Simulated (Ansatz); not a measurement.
Calculation for hcp Co (0001), 5 layers: DFT, LDA, all-electron LAPW, scalar-relativistic (Ansatz 0.2.0).

The slab is cut from a bulk crystal relaxed on PAW files (its atoms may have been relaxed since).

Command: `ansatz run input.yaml --threads 3 --pin off --max-ram 9216MiB --backend cpu --events-out ev --progress --plain --runs-dir out` It took 3 min on 3 threads of Intel(R) Xeon(R) Platinum 8488C (Sapphire Rapids) (shared host), peak memory 1.3 GiB.

```yaml
crystal:
  lattice:
    - [2.4281254785, 0.0, 0.0]
    - [-1.2140627392, 2.1028183479, 0.0]
    - [0.0, 0.0, 23.8361]
  atoms:
    - { symbol: Co, position: [0.0, 0.0, 0.335625581], spin: 1.7 }
    - { symbol: Co, position: [0.333333334, 0.666666666, 0.4178127906], spin: 1.7 }
    - { symbol: Co, position: [0.0, 0.0, 0.4999999998], spin: 1.7 }
    - { symbol: Co, position: [0.333333334, 0.666666666, 0.5821872094], spin: 1.7 }
    - { symbol: Co, position: [0.0, 0.0, 0.664374419], spin: 1.7 }
magnetization:
  spin_polarized: true
kpoints:
  mp_grid: { grid: [19, 19, 1] }
scf:
  occupations: { method: fermi_dirac, width: 0.1 }
hamiltonian:
  xc: lda
  pseudopotentials: { kind: all_electron, lapw: { basis_error: 0.001 } }
output:
  forces: true
  stress: true
  eigenvalues: true
  populations: true
  dos: { projected: true, de: 0.2, e_range: [-14, 8] }
efield:
  axis: 3
  amplitude: 0
  dipole_correction: true
```

Output:

```
Co: projections on atomic orbitals take those of the free atom 1s2 2s2 2p6 3s2 3p6 3d7 4s2, of charge +0.00 (hamiltonian.pseudopotentials.projection_atoms)
LAPW: plane waves up to 9.345 Å⁻¹, error target 1.0e-3 eV per atom; small_component_spin mean_spin; Co in spheres of 1.204 Å, 17 of its electrons in bands, Dirac shells [] (how accurate: hamiltonian.pseudopotentials.lapw.basis_error, Limitations)
Engine: ansatz 0.2.0
Pseudopotentials: kind: all_electron
Pseudopotential: Co, LAPW, valence charge 17, lapw/all_electron/scalar/gaussian/Co, Koelling and Harmon's equation, gaussian nucleus
Functional definition: SPW92
  exchange = slater_x
  correlation = pw_c
Crystal: 5 atoms, lattice volume = 121.705 Å³
Basis set: ecut = 332.73041512658637 eV, 1727 PW (Γ), exchange–correlation at level 2
Bands: 57, of which v1, the nominal top of the filled ones, is band 43 counted from 1 (42 counted from 0)
Symmetry: 6 space group operations
k-points: 40 of 361 (time reversal used)
Non-local potential: Co, projectors of the file, none
Initial density: superposition of atomic densities (neutral atoms: chi_scale 0, normalization atom)
Starting moments: Σ|m| = 8.5 μB on 5 of 5 sites
Initial wavefunctions: plane waves of lowest kinetic energy (no species holds an atomic orbital)
Functional: x = slater, c = lda
iter 1 solved again at ethr=1.94e-2 eV; its pass at ethr=1.00e-1 eV (dr2=1.65e1 eV) is discarded
SCF iter   1: F=—  HF=-189271.188810 eV  |F-HF|=—  |Δ(HF+E_count)|=         —  Δρ=2.03e-2 (↑9.87e-3 ↓2.03e-2)  dr2=1.65e1  dr2_m=1.01e-1  M=7.928 μB ∫|m|=8.102 μB  β_m=1.00  ethr=1.94e-2  p=-0.000 e·Å  D=-5.89e-14 V/Å  ΔV_dip=0.00 eV  dr2_dipole=6.29e-8  V_vac-E_F(+/−)=9.80/9.80 eV  ⟨swp⟩=2.0  Hψ=31025  notcnv=0
Mixer restart at iter 1: flushing history
efield: sawtooth ramp at fractional position 0.9500 (placed from the atoms, in the widest stretch of the axis that holds none; the zero of the levels goes with the place), width 0.1000; the density the first Hamiltonian is built on has a dipole p = -0.000 e·Å; the dipole correction subtracts the counter field D = -3.41e-13 V/Å, which shifts the + side's vacuum level by +0.00 eV against the − side's; the planar-averaged density in the ramp window peaks in size at 8.3e-7 e/Å³
preconditioner: auto → LDOS  [metal: Δε(μ)=0.008 eV  Ē_g=8.721 eV  σ=0.100 eV  W_gap=0.02  n_scr=18 (ndim 8)  ℏωp=22.6 eV  f_vac=0.531  D(μ)=4.61/eV (n_scr^D=18)]
spin=Collinear: LDOS preconditioning applied to the charge; magnetization (m = ρ↑ − ρ↓) channel mixes plain (no charge-response kernel on spin).
SCF iter   2: F=—  HF=-189270.139497 eV  |F-HF|=—  |Δ(HF+E_count)|=    1.05e0  Δρ=7.77e-3 (↑7.77e-3 ↓6.98e-3)  dr2=5.14e0  dr2_m=5.14e-3  M=7.806 μB ∫|m|=8.174 μB  β_m=0.31  ethr=1.94e-2  p=-0.000 e·Å  D=-1.06e-6 V/Å  ΔV_dip=0.00 eV  dr2_dipole=1.22e-9  V_vac-E_F(+/−)=7.88/7.88 eV  ⟨swp⟩=2.2  Hψ=13699  notcnv=0  defer=1
density mixer auto → msr1: a metal under ldos (density of states about μ 3.12 of a free-electron gas's, 18 screened modes)
SCF iter   3: F=—  HF=-189269.857954 eV  |F-HF|=—  |Δ(HF+E_count)|=   2.82e-1  Δρ=7.23e-3 (↑7.23e-3 ↓3.93e-3)  dr2=1.46e0  dr2_m=1.98e-2  M=7.777 μB ∫|m|=8.223 μB  β_m=0.65  ethr=6.04e-3  p=0.000 e·Å  D=7.90e-7 V/Å  ΔV_dip=-0.00 eV  dr2_dipole=2.25e-10  V_vac-E_F(+/−)=6.71/6.71 eV  ⟨swp⟩=2.2  Hψ=13662  notcnv=0
iter 4 solved again at ethr=3.61e-5 eV; its pass at ethr=1.72e-3 eV (dr2=3.07e-2 eV) is discarded
SCF iter   4: F=—  HF=-189269.788779 eV  |F-HF|=—  |Δ(HF+E_count)|=   6.92e-2  Δρ=1.86e-3 (↑1.86e-3 ↓9.99e-4)  dr2=3.04e-2  dr2_m=9.54e-4  M=7.821 μB ∫|m|=8.278 μB  β_m=0.57  ethr=3.61e-5  p=0.000 e·Å  D=4.48e-6 V/Å  ΔV_dip=-0.00 eV  dr2_dipole=3.41e-9  V_vac-E_F(+/−)=5.56/5.56 eV  ⟨swp⟩=2.0  Hψ=22750  notcnv=0
SCF iter   5: F=—  HF=-189269.770862 eV  |F-HF|=—  |Δ(HF+E_count)|=         —  Δρ=1.69e-3 (↑6.69e-4 ↓1.69e-3)  dr2=1.19e-1  dr2_m=4.08e-4  M=7.814 μB ∫|m|=8.274 μB  β_m=0.56  ethr=3.58e-5  p=0.000 e·Å  D=3.16e-6 V/Å  ΔV_dip=-0.00 eV  dr2_dipole=6.20e-10  V_vac-E_F(+/−)=5.46/5.46 eV  ⟨swp⟩=2.9  Hψ=12949  notcnv=0
the basis was enlarged: its passes take 1002.0 KiB over the memory plan, 3 of 3 planned eigensolver slots
SCF iter   6: F=—  HF=-189269.769811 eV  |F-HF|=—  |Δ(HF+E_count)|=   1.05e-3  Δρ=9.16e-4 (↑7.15e-4 ↓9.16e-4)  dr2=2.29e-2  dr2_m=1.83e-5  M=7.806 μB ∫|m|=8.289 μB  β_m=0.69  ethr=3.58e-5  p=0.000 e·Å  D=1.67e-6 V/Å  ΔV_dip=-0.00 eV  dr2_dipole=1.90e-10  V_vac-E_F(+/−)=5.27/5.27 eV  ⟨swp⟩=2.6  Hψ=12833  notcnv=0
SCF iter   7: F=—  HF=-189269.771399 eV  |F-HF|=—  |Δ(HF+E_count)|=   1.59e-3  Δρ=7.95e-4 (↑5.06e-4 ↓7.95e-4)  dr2=3.31e-2  dr2_m=2.69e-5  M=7.805 μB ∫|m|=8.288 μB  β_m=0.63  ethr=2.69e-5  p=0.000 e·Å  D=2.78e-7 V/Å  ΔV_dip=-0.00 eV  dr2_dipole=3.41e-9  V_vac-E_F(+/−)=5.41/5.41 eV  ⟨swp⟩=2.0  Hψ=12735  notcnv=0
SCF iter   8: F=—  HF=-189269.771781 eV  |F-HF|=—  |Δ(HF+E_count)|=   3.82e-4  Δρ=4.26e-4 (↑3.12e-4 ↓4.26e-4)  dr2=1.00e-2  dr2_m=9.72e-6  M=7.801 μB ∫|m|=8.285 μB  β_m=0.58  ethr=2.69e-5  p=-0.000 e·Å  D=-2.47e-7 V/Å  ΔV_dip=0.00 eV  dr2_dipole=5.64e-10  V_vac-E_F(+/−)=5.52/5.52 eV  ⟨swp⟩=2.0  Hψ=12770  notcnv=0
SCF iter   9: F=—  HF=-189269.771174 eV  |F-HF|=—  |Δ(HF+E_count)|=   6.07e-4  Δρ=1.20e-4 (↑6.68e-5 ↓1.20e-4)  dr2=3.33e-4  dr2_m=4.45e-6  M=7.803 μB ∫|m|=8.286 μB  β_m=0.70  ethr=1.18e-5  p=-0.000 e·Å  D=-1.43e-7 V/Å  ΔV_dip=0.00 eV  dr2_dipole=3.54e-10  V_vac-E_F(+/−)=5.43/5.43 eV  ⟨swp⟩=2.0  Hψ=12734  notcnv=0
SCF iter  10: F=—  HF=-189269.771186 eV  |F-HF|=—  |Δ(HF+E_count)|=   1.21e-5  Δρ=5.79e-5 (↑3.97e-5 ↓5.79e-5)  dr2=2.98e-5  dr2_m=2.66e-7  M=7.801 μB ∫|m|=8.284 μB  β_m=0.74  ethr=3.91e-7  p=0.000 e·Å  D=1.65e-7 V/Å  ΔV_dip=-0.00 eV  dr2_dipole=6.93e-10  V_vac-E_F(+/−)=5.44/5.44 eV  ⟨swp⟩=2.0  Hψ=12732  notcnv=0
SCF iter  11: F=—  HF=-189269.771187 eV  |F-HF|=—  |Δ(HF+E_count)|=   1.24e-6  Δρ=3.30e-5 (↑2.84e-5 ↓3.30e-5)  dr2=3.33e-5  dr2_m=1.09e-7  M=7.801 μB ∫|m|=8.283 μB  β_m=0.78  ethr=3.51e-8  p=-0.000 e·Å  D=-2.73e-7 V/Å  ΔV_dip=0.00 eV  dr2_dipole=3.37e-9  V_vac-E_F(+/−)=5.43/5.43 eV  ⟨swp⟩=2.4  Hψ=12784  notcnv=0
SCF iter  12: F=—  HF=-189269.771189 eV  |F-HF|=—  |Δ(HF+E_count)|=   1.67e-6  Δρ=1.84e-5 (↑1.84e-5 ↓1.29e-5)  dr2=4.06e-6  dr2_m=2.09e-8  M=7.801 μB ∫|m|=8.283 μB  β_m=0.75  ethr=3.51e-8  p=0.000 e·Å  D=6.79e-7 V/Å  ΔV_dip=-0.00 eV  dr2_dipole=1.35e-8  V_vac-E_F(+/−)=5.43/5.43 eV  ⟨swp⟩=2.0  Hψ=12731  notcnv=0
SCF iter  13: F=—  HF=-189269.771190 eV  |F-HF|=—  |Δ(HF+E_count)|=   4.84e-7  Δρ=1.06e-5 (↑1.06e-5 ↓1.01e-5)  dr2=1.49e-6  dr2_m=1.79e-9  M=7.801 μB ∫|m|=8.283 μB  β_m=0.77  ethr=4.78e-9  p=-0.000 e·Å  D=-9.54e-7 V/Å  ΔV_dip=0.00 eV  dr2_dipole=3.51e-8  V_vac-E_F(+/−)=5.43/5.43 eV  ⟨swp⟩=2.0  Hψ=12727  notcnv=0
[... lines left out ...]
Dipole field:    D = -0.000000 V/Å  (p = -0.000000 e·Å, saw-weighted, corrected)
Work function:   Φ+ = 5.4333 eV   Φ− = 5.4333 eV
Levels:          The Fermi level and band energies are counted from a zero that moves with the ramp; work functions are not
--- Per-component energies (eV) ---
  E_band       = -2333.663945
  E_kinetic    = 191996.235799
  E_xc         = -7801.371646
  E_efield     = 0.000000  (sawtooth field / dipole correction)
  E_electrostatic = -373464.458595  (all electrons and nuclei)
  E_smearing   = -0.176748  (= −TS)
  E_closure    = 0.000000  (closes the sum)
  E_atoms      = -189224.221512  (free atoms, spherical and without spin; not in F)
  Σ components = -189269.771190   (vs F -189269.771190, Δ=0.00e0)
  Basis errors (estimates in eV, not in F): energy 3.0e-4 per atom: plane waves 2.6e-4 (1.4e-4 summed), levels above the bands 1.6e-47, relativity 4.5e-9, radial functions 3.7e-5, core shells 2.4e-9; eigenvalues (radial functions only) 6.7e-7; not estimated: angular momenta, meshes, grids; target (lapw.basis_error) 1.0e-3; muffin-tin radii Co 1.204 Å
--- Forces (eV/Å), atoms counted from 1 ---
  atom   1  Co     0.00000000     0.00000000     0.33424894
  atom   2  Co     0.00000000    -0.00000000    -0.37590234
  atom   3  Co     0.00000000     0.00000000     0.00000967
  atom   4  Co     0.00000000    -0.00000000     0.37591857
  atom   5  Co    -0.00000000     0.00000000    -0.33430738
  max |Σ_I F_I| component: 3.25e-5 eV/Å
--- Stress (GPa, compression-positive) ---
       -3.093949       0.000000      -0.000000
        0.000000      -3.093949       0.000000
       -0.000000       0.000000      -1.507090
  P = ⅓ Tr σ = -2.5650 GPa (-25.650 kbar)
--- Band table (eV; the first three rows and the last of 80) ---
  k-point 0 ↑: bands = ["-89.8647", "-89.8568", "-89.7471", "-89.7350", "-89.7327", "-53.7032", "-53.6351", "-53.4483", "-53.3870", "-53.3389", "-53.3389", "-53.3327", "-53.3327", "-53.2859", "-53.2491", "-53.2491", "-53.2027", "-53.2027", "-53.2025", "-53.2025", "-3.8351", "-2.8468", "-1.4712", "-0.4450", "-0.2004", "2.4301", "2.4376", "2.6260", "2.6406", "2.6406", "2.6428", "2.6428", "2.8097", "2.8097", "2.9672", "2.9672", "3.0787", "3.0787", "3.1107", "3.6637", "3.6637", "4.0217", "4.0217", "4.4242", "4.4242", "4.6273", "4.6273", "4.7095", "4.7446", "4.7446", "5.3991", "10.3610", "10.5996", "11.4591", "12.7473", "13.5132", "15.3177"]
  k-point 1 ↑: bands = ["-89.8631", "-89.8553", "-89.7458", "-89.7337", "-89.7315", "-53.6999", "-53.6334", "-53.4498", "-53.3892", "-53.3463", "-53.3414", "-53.3395", "-53.3349", "-53.2870", "-53.2568", "-53.2510", "-53.2110", "-53.2107", "-53.2047", "-53.2045", "-3.7329", "-2.7490", "-1.3788", "-0.3587", "-0.1283", "2.3578", "2.4265", "2.5327", "2.5768", "2.6845", "2.6880", "2.7122", "2.8077", "2.8298", "2.8548", "3.0071", "3.0495", "3.1251", "3.1427", "3.6345", "3.6420", "3.9606", "4.0078", "4.2677", "4.2787", "4.4169", "4.6301", "4.6303", "4.7561", "5.2307", "5.9144", "10.4508", "10.6963", "11.5449", "12.8387", "13.5741", "15.3991"]
  k-point 2 ↑: bands = ["-89.8583", "-89.8510", "-89.7420", "-89.7300", "-89.7280", "-53.6903", "-53.6286", "-53.4563", "-53.3992", "-53.3647", "-53.3564", "-53.3485", "-53.3413", "-53.2914", "-53.2783", "-53.2564", "-53.2354", "-53.2330", "-53.2105", "-53.2103", "-3.4312", "-2.4624", "-1.1121", "-0.1111", "0.0756", "2.1928", "2.3010", "2.3834", "2.4649", "2.6155", "2.7442", "2.7747", "2.8093", "2.8150", "2.9871", "3.0075", "3.0977", "3.1134", "3.2604", "3.4930", "3.5967", "3.6967", "3.9440", "3.9753", "4.2485", "4.3977", "4.6366", "4.7854", "4.8786", "5.8712", "6.7583", "10.7182", "10.9862", "11.8006", "13.1126", "13.7593", "15.6470"]
  k-point 39 ↓: bands = ["-87.9214", "-87.9201", "-87.9168", "-87.7387", "-87.7387", "-51.8472", "-51.8403", "-51.8215", "-51.7797", "-51.7677", "-51.7213", "-51.7161", "-51.6665", "-51.6080", "-51.5937", "-51.5905", "-51.5537", "-51.5426", "-51.4347", "-51.4326", "1.9785", "2.1456", "2.1835", "2.2855", "2.3751", "2.4026", "2.5257", "2.8247", "2.9170", "3.4809", "3.5757", "3.6508", "4.1093", "4.1181", "4.2205", "4.2303", "4.8753", "5.0511", "5.6008", "6.0938", "6.1227", "6.2128", "6.3212", "6.4474", "6.4527", "10.8067", "11.4201", "12.0404", "12.3347", "12.4657", "12.5327", "13.1543", "14.1350", "15.0826", "15.6285", "16.0830", "16.7795"]
--- Löwdin populations: 5 sites ---
  site symbol       q [e]    m [muB]
     0     Co     26.7993     1.6769
     1     Co     26.7886     1.5865
     2     Co     26.8082     1.5022
     3     Co     26.7886     1.5865
     4     Co     26.7993     1.6769
  spilling = 0.007526 (of n_electrons = 135.000000)
```

populations.tsv:

```
# site	symbol	l	j	q_up	q_dn
# orbitals = lowdin
# n_electrons = 135.000000
# spilling = 0.007526
# projection_atom_Co: 1s2 2s2 2p6 3s2 3p6 3d7 4s2
0	Co	0_1S	-	0.999994	0.999994
0	Co	0_2S	-	0.999708	0.999717
0	Co	0_3S	-	0.993433	0.993710
0	Co	0_4S	-	0.476600	0.499181
0	Co	1_2P	-	2.999991	2.999995
0	Co	1_3P	-	2.998855	2.998600
0	Co	2_3D	-	4.769529	3.069984
1	Co	0_1S	-	0.999992	0.999992
1	Co	0_2S	-	0.999615	0.999626
1	Co	0_3S	-	0.991238	0.991587
1	Co	0_4S	-	0.461859	0.493547
1	Co	1_2P	-	2.999991	2.999995
1	Co	1_3P	-	2.999006	2.998820
1	Co	2_3D	-	4.735824	3.117501
2	Co	0_1S	-	0.999992	0.999992
2	Co	0_2S	-	0.999613	0.999624
2	Co	0_3S	-	0.991208	0.991566
2	Co	0_4S	-	0.465850	0.495028
2	Co	1_2P	-	2.999991	2.999995
2	Co	1_3P	-	2.998932	2.998781
2	Co	2_3D	-	4.699596	3.168033
3	Co	0_1S	-	0.999992	0.999992
3	Co	0_2S	-	0.999615	0.999626
3	Co	0_3S	-	0.991238	0.991587
3	Co	0_4S	-	0.461859	0.493547
3	Co	1_2P	-	2.999991	2.999995
3	Co	1_3P	-	2.999006	2.998820
3	Co	2_3D	-	4.735825	3.117503
4	Co	0_1S	-	0.999994	0.999994
4	Co	0_2S	-	0.999708	0.999717
4	Co	0_3S	-	0.993433	0.993710
4	Co	0_4S	-	0.476600	0.499181
4	Co	1_2P	-	2.999991	2.999995
4	Co	1_3P	-	2.998855	2.998600
4	Co	2_3D	-	4.769530	3.069988
```

Next run (atoms relaxed), as changes to the input before:

```diff
   atoms:
-    - { symbol: Co, position: [0.0, 0.0, 0.335625581], spin: 1.7 }
-    - { symbol: Co, position: [0.333333334, 0.666666666, 0.4178127906], spin: 1.7 }
-    - { symbol: Co, position: [0.0, 0.0, 0.4999999998], spin: 1.7 }
-    - { symbol: Co, position: [0.333333334, 0.666666666, 0.5821872094], spin: 1.7 }
-    - { symbol: Co, position: [0.0, 0.0, 0.664374419], spin: 1.7 }
+    - { symbol: Co, position: [0.0, 0.0, 0.3372036753], spin: 1.7 }
+    - { symbol: Co, position: [0.3333333333, 0.6666666667, 0.4173437157], spin: 1.7 }
+    - { symbol: Co, position: [0.0, 0.0, 0.5000000146], spin: 1.7 }
+    - { symbol: Co, position: [0.3333333333, 0.6666666667, 0.5826562876], spin: 1.7 }
+    - { symbol: Co, position: [0.0, 0.0, 0.6627963066], spin: 1.7 }
 magnetization:
   eigenvalues: true
-  populations: true
-  dos: { projected: true, de: 0.2, e_range: [-14, 8] }
+relax:
+  f_tol: 0.01
+  max_steps: 12
 efield:
```

Command: `ansatz run input.yaml --threads 3 --pin off --max-ram 9216MiB --backend cpu --events-out ev --progress --plain --runs-dir out` It took 4 min on 3 threads of Intel(R) Xeon(R) Platinum 8488C (Sapphire Rapids) (shared host), peak memory 1.3 GiB.

Results part of the output:

```
SCF converged after 4 iterations
Magnetization: 7.7610 μB (46.3805 up, 38.6195 down)
Absolute magnetization: 8.2307 μB (∫|ρ↑−ρ↓|)
Spin contamination: 0.0959 ħ² per cell (⟨S²⟩ above its minimum at these occupations)
Per-site moments (μB) at R_I (Å): [(1.6499758186436235, 1.1491763380188345), (1.5735310906847122, 1.1491763380188345), (1.4993249999695717, 1.1491763380188345), (1.5735294947818925, 1.1491763380188345), (1.6499744180179778, 1.1491763380188345)]
Free energy (F): -189269.788729 eV
Harris-Foulkes:  -189269.788730 eV  (|F-HF|=1.55e-7)
Internal energy: -189269.617736 eV  (E = F + TS)
E sigma→0 (E₀):  -189269.703233 eV
Entropy (-TS):   -0.170994 eV (-34.199 meV/atom)
Fermi energy:    5.352208 eV
Dipole field:    D = 0.000000 V/Å  (p = 0.000000 e·Å, saw-weighted, corrected)
[... lines left out ...]
  k-point 0 ↑: bands = ["-89.8623", "-89.8562", "-89.7259", "-89.7115", "-89.7095", "-53.7036", "-53.6448", "-53.4183", "-53.3512", "-53.3359", "-53.3359", "-53.3313", "-53.3313", "-53.2657", "-53.2281", "-53.2281", "-53.1854", "-53.1854", "-53.1852", "-53.1852", "-3.8418", "-2.8936", "-1.4692", "-0.4541", "-0.2110", "2.4470", "2.5122", "2.6250", "2.6250", "2.6453", "2.6453", "2.6828", "2.7835", "2.7835", "2.9392", "2.9392", "3.0819", "3.0819", "3.1021", "3.6737", "3.6737", "4.0147", "4.0147", "4.4640", "4.4640", "4.6866", "4.6866", "4.7711", "4.7729", "4.7729", "5.4730", "10.3595", "10.5974", "11.4530", "12.7368", "13.5619", "15.3219"]
  k-point 1 ↑: bands = ["-89.8606", "-89.8547", "-89.7246", "-89.7102", "-89.7083", "-53.7003", "-53.6429", "-53.4215", "-53.3590", "-53.3383", "-53.3379", "-53.3360", "-53.3336", "-53.2675", "-53.2358", "-53.2301", "-53.1936", "-53.1932", "-53.1874", "-53.1871", "-3.7395", "-2.7957", "-1.3771", "-0.3687", "-0.1394", "2.3738", "2.4870", "2.5412", "2.5664", "2.6697", "2.6898", "2.7555", "2.7880", "2.7992", "2.8280", "2.9767", "3.0548", "3.1281", "3.1473", "3.6453", "3.6534", "3.9678", "4.0017", "4.3158", "4.3276", "4.4569", "4.6416", "4.6902", "4.7847", "5.3003", "5.9838", "10.4500", "10.6946", "11.5397", "12.8289", "13.6236", "15.4023"]
  k-point 2 ↑: bands = ["-89.8559", "-89.8503", "-89.7207", "-89.7065", "-89.7049", "-53.6907", "-53.6378", "-53.4338", "-53.3833", "-53.3462", "-53.3454", "-53.3428", "-53.3401", "-53.2737", "-53.2572", "-53.2357", "-53.2177", "-53.2147", "-53.1931", "-53.1928", "-3.4378", "-2.5089", "-1.1114", "-0.1237", "0.0629", "2.2058", "2.2910", "2.3803", "2.4807", "2.6149", "2.7538", "2.7854", "2.7977", "2.8129", "2.9592", "3.0287", "3.0737", "3.1157", "3.2627", "3.5086", "3.6130", "3.7274", "3.9730", "3.9963", "4.2582", "4.4379", "4.6989", "4.8152", "4.8953", "5.9467", "6.8286", "10.7198", "10.9863", "11.7980", "13.1050", "13.8102", "15.6480"]
  k-point 39 ↓: bands = ["-87.9247", "-87.9246", "-87.8954", "-87.7360", "-87.7360", "-51.8393", "-51.8358", "-51.8190", "-51.7844", "-51.7739", "-51.7406", "-51.7100", "-51.6727", "-51.5955", "-51.5875", "-51.5861", "-51.5448", "-51.5338", "-51.4282", "-51.4255", "1.9610", "2.1041", "2.1501", "2.2216", "2.3562", "2.3867", "2.4695", "2.7452", "2.8541", "3.4724", "3.5737", "3.6602", "4.0996", "4.1096", "4.2172", "4.2278", "4.8756", "5.0823", "5.6836", "6.1419", "6.1719", "6.2535", "6.3420", "6.4546", "6.4836", "10.8166", "11.4301", "12.0591", "12.3490", "12.4829", "12.5529", "13.1667", "14.1795", "15.1429", "15.6550", "16.1330", "16.8439"]
--- Relaxed structure (2 steps of the walk, 2 accepted, 0 SCFs on fresh bases) ---
  F+E_penalty+E_count = -189269.78872939 eV   max|allowed force component| = 7.943e-3 eV/Å
  atoms:
    - { symbol: Co, position: [-1.5407439555097887e-33, -2.0724163127327152e-17, 0.33720367530000006] }
    - { symbol: Co, position: [0.33333333333333337, 0.6666666666666666, 0.41734371570000006] }
    - { symbol: Co, position: [-1.5407439555097887e-33, -2.0724163127327152e-17, 0.5000000146000001] }
    - { symbol: Co, position: [0.33333333333333337, 0.6666666666666666, 0.5826562876] }
    - { symbol: Co, position: [-1.5407439555097887e-33, -2.0724163127327152e-17, 0.6627963066000001] }
```

Other magnetic orders may lie lower.
